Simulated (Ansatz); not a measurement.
Input file for Ansatz (an electronic-structure program):

Ansatz 0.2 input:
```yaml
crystal:
  lattice:
    - [3.980034263, 0.0, 0.0]
    - [0.0, 3.980034263, 0.0]
    - [0.0, 0.0, 3.8977344282]
  atoms:
    - { symbol: Ba, position: [0.5, 0.5, 0.5] }
    - { symbol: Ga, position: [0.0, 0.0, 0.0] }
    - { symbol: O, position: [0.5, 0.0, 0.0] }
    - { symbol: O, position: [0.0, 0.5, 0.0] }
    - { symbol: H, position: [0.0, 0.0, 0.5] }
kpoints:
  mp_grid: { grid: [6, 6, 6] }
hamiltonian:
  xc: r2scan
  pseudopotentials: { azcp: { folder: ./paw }, kind: paw }
scf:
  occupations: { method: fixed }
output:
  optics: { e_range: [0.0, 15.0], de: 0.05, sigma: 0.1, bands: { spectra_wanted_up_to: 12 eV } }
```

Output (shortened):

```
output.optics: the spectra are integrated over the Brillouin zone by k·p interpolation around the k-points, where levels, occupations, output.optics.sigma and …
Pseudopotential: Ba, paw, valence charge 10
Pseudopotential: Ga, paw, valence charge 13
Pseudopotential: O, paw, valence charge 6
Pseudopotential: H, paw, valence charge 1
Functional definition: r2SCAN
Crystal: 5 atoms, lattice volume = 61.743 Å³
Basis set: ecut = 500 eV, 1551 PW (Γ), exchange–correlation on 120×120×120 points (64 copies of the dense FFT grid, shifted against one another)
Bands: 23, of which v1, the nominal top of the filled ones, is band 18 counted from 1 (17 counted from 0)
Symmetry: 16 space group operations
Space group: P4/mmm (ITA 123), of the structure as read, at distance tolerance 4.0e-5 Å
k-points: 40 of 216
SCF iter   1: F=—  HF=-10912.497674 eV  |F-HF|=—  |Δ(HF+E_count)|=         —  Δρ=8.69e-2  dr2=3.41e0  dr2_τ=3.20e-2  ethr=3.10e-3  ⟨swp⟩=4.5  Hψ=4190  notcnv=0  defer=93
preconditioner: auto → Resta (q_TF=auto, 2.494 Å⁻¹)
SCF iter   2: F=—  HF=-10912.158400 eV  |F-HF|=—  |Δ(HF+E_count)|=   3.39e-1  Δρ=4.20e-2  dr2=8.44e-1  dr2_τ=4.22e-2  ethr=3.10e-3  ⟨swp⟩=2.5  Hψ=1701  notcnv=0  defer=92
SCF iter   3: F=—  HF=-10912.078512 eV  |F-HF|=—  |Δ(HF+E_count)|=   7.99e-2  Δρ=1.89e-2  dr2=1.69e-1  dr2_τ=1.38e-2  ethr=2.34e-3  ⟨swp⟩=2.2  Hψ=1615  notcnv=0  defer=108
SCF iter   4: F=—  HF=-10912.064783 eV  |F-HF|=—  |Δ(HF+E_count)|=   1.37e-2  Δρ=2.94e-3  dr2=4.10e-3  dr2_τ=2.12e-4  ethr=4.70e-4  ⟨swp⟩=3.4  Hψ=1850  notcnv=0  defer=116
SCF iter   5: F=—  HF=-10912.065860 eV  |F-HF|=—  |Δ(HF+E_count)|=   1.08e-3  Δρ=1.04e-3  dr2=4.31e-4  dr2_τ=2.01e-5  ethr=1.14e-5  ⟨swp⟩=3.0  Hψ=1817  notcnv=0  defer=117
SCF iter   6: F=—  HF=-10912.065383 eV  |F-HF|=—  |Δ(HF+E_count)|=   4.77e-4  Δρ=3.23e-4  dr2=4.37e-5  dr2_τ=4.26e-6  ethr=1.20e-6  ⟨swp⟩=2.0  Hψ=1618  notcnv=0  defer=117
SCF iter   7: F=—  HF=-10912.065401 eV  |F-HF|=—  |Δ(HF+E_count)|=   1.77e-5  Δρ=6.88e-5  dr2=2.20e-6  dr2_τ=1.34e-7  ethr=1.21e-7  ⟨swp⟩=2.0  Hψ=1476  notcnv=0  defer=95
SCF iter   8: F=—  HF=-10912.065405 eV  |F-HF|=—  |Δ(HF+E_count)|=   3.59e-6  Δρ=1.07e-5  dr2=7.64e-8  dr2_τ=3.41e-9  ethr=6.10e-9  ⟨swp⟩=2.0  Hψ=1576  notcnv=0  defer=62
SCF iter  11: F=-10912.065405 eV  HF=-10912.065405 eV  |F-HF|=1.82e-12  |Δ(HF+E_count)|=  9.09e-12  Δρ=9.26e-8  dr2=3.60e-12  dr2_τ=1.18e-13  ethr=1.00e-12  ⟨swp⟩=10.7  Hψ=5266  notcnv=0
SCF 1 converged in 11 iterations: F = -10912.065405 eV  dr2 = 3.60e-12
NSCF: frozen V_eff on 40 k-points
Optics k sum: 0 of 40 k-points
Optics k sum: 2 of 40 k-points
Optics k sum: 4 of 40 k-points
Optics k sum: 6 of 40 k-points
Optics k sum: 8 of 40 k-points
Optics k sum: 10 of 40 k-points
Optics k sum: 12 of 40 k-points
Optics k sum: 14 of 40 k-points
Optics k sum: 16 of 40 k-points
Optics k sum: 18 of 40 k-points
Optics k sum: 20 of 40 k-points
Optics k sum: 22 of 40 k-points
Optics k sum: 24 of 40 k-points
Optics k sum: 26 of 40 k-points
Optics k sum: 28 of 40 k-points
Optics k sum: 30 of 40 k-points
Optics k sum: 32 of 40 k-points
Optics k sum: 34 of 40 k-points
Optics k sum: 36 of 40 k-points
Optics k sum: 38 of 40 k-points
Optics k sum: 40 of 40 k-points
Optics k sum: 0 of 40 k-points
Optics k sum: 2 of 40 k-points
Optics k sum: 4 of 40 k-points
Optics k sum: 6 of 40 k-points
Optics k sum: 8 of 40 k-points
Optics k sum: 10 of 40 k-points
Optics k sum: 12 of 40 k-points
Optics k sum: 14 of 40 k-points
Optics k sum: 16 of 40 k-points
Optics k sum: 18 of 40 k-points
Optics k sum: 20 of 40 k-points
Optics k sum: 22 of 40 k-points
Optics k sum: 24 of 40 k-points
Optics k sum: 26 of 40 k-points
Optics k sum: 28 of 40 k-points
Optics k sum: 30 of 40 k-points
Optics k sum: 32 of 40 k-points
Optics k sum: 34 of 40 k-points
Optics k sum: 36 of 40 k-points
Optics k sum: 38 of 40 k-points
Optics k sum: 40 of 40 k-points
output.optics: what the bands over the 37 summed would add to eps1, eps2 and the energy-loss function is held between a lower and an upper bound (12 Lanczos …
SCF converged after 11 iterations
Free energy (F): -10912.065405 eV
Harris-Foulkes:  -10912.065405 eV  (|F-HF|=1.82e-12)
Internal energy: -10912.065405 eV  (E = F + TS)
E sigma→0 (E₀):  -10912.065405 eV
Fermi energy:    9.252249 eV
--- Per-component energies (eV) ---
  E_band       = -26.203660
  E_kinetic    = 627.042152
  E_local      = -2384.247063  (includes V_loc(G=0)·N_el)
  E_nonlocal   = 111.207665
  E_hartree    = 1291.000296
  E_xc         = -393.543866
  E_vxc        = -415.016738  (∫ρ·V_xc dr)
  E_paw        = -7570.113312  (= ΣΔE_a)
  E_vpaw       = -570.336565  (= ΣTr[D̂ρ^β])
  E_aug_tail   = 0.000463  (compensation charges beyond the density's cutoff)
  E_vtau       = 23.145818  (kinetic-family band-sum trace: ∫τ·v_τ [+ j·A + Jᵃ·Aᵃ] dr)
  E_ewald      = -2592.765211
  E_core_change = -0.646529  (= ΣΔE_core)
  E_smearing   =  0.000000  (= −TS)
  E_closure    = 0.000000  (closes the sum)
  Σ components = -10912.065405   (vs F -10912.065405, Δ=0.00e0)
  [band-id]    e_kinetic+e_local+e_nonlocal+2·e_hartree+e_vxc+e_vpaw+e_augmentation_tail+e_vtau = -26.203675   (vs E_band -26.203660, Δ=-1.59e-5)
--- Band table (eV; the first three rows and the last of 40) ---
  k-point 0: bands = ["-16.6125", "-9.0194", "-8.3609", "-4.6405", "-4.6332", "-4.6332", "-4.5023", "-3.6341", "-1.4028", "-1.4028", "-1.2054", "5.0290", "5.2037", "5.2037", "7.5305", "7.9914", "8.6466", "8.6466", "14.0037", "14.5706", "16.4048", "16.6853", "17.2947"]
  k-point 1: bands = ["-16.5740", "-9.1398", "-8.3523", "-4.6385", "-4.6385", "-4.6166", "-4.5020", "-3.6320", "-1.3302", "-1.3302", "-1.1008", "4.8004", "5.0921", "5.0921", "7.6652", "7.7319", "8.4982", "8.4982", "13.1194", "15.1244", "15.7444", "17.4213", "17.9925"]
  k-point 2: bands = ["-16.4946", "-9.3784", "-8.3348", "-4.6489", "-4.6489", "-4.5690", "-4.5015", "-3.6276", "-1.1764", "-1.1764", "-0.8615", "4.2379", "4.8400", "4.8400", "7.2858", "8.2657", "8.2657", "8.2760", "11.3064", "16.2704", "17.0763", "17.7270", "18.5429"]
  k-point 39: bands = ["-16.3093", "-8.3238", "-8.3238", "-4.8216", "-4.8012", "-4.7128", "-4.7128", "-4.6120", "-1.8848", "-1.8848", "-1.8730", "1.9702", "4.8541", "7.9814", "8.3398", "8.3398", "8.7295", "9.2522", "16.0607", "16.0607", "16.2444", "19.0156", "19.5771"]
```

Cost: very roughly 90 core-seconds on shared cores.

The start of the workflow was typed in or built on a structure type; neither database checked (COD, Materials Project) lists it. Its standing as an ambient phase is unchecked. Symmetry was held in the r²SCAN relaxation; its stability against distortions is not shown here. Spin–orbit coupling is left out wherever it is not named.

Potentials: the earlier of the program's two PAW sets.

Ansatz is a plane-wave DFT program.
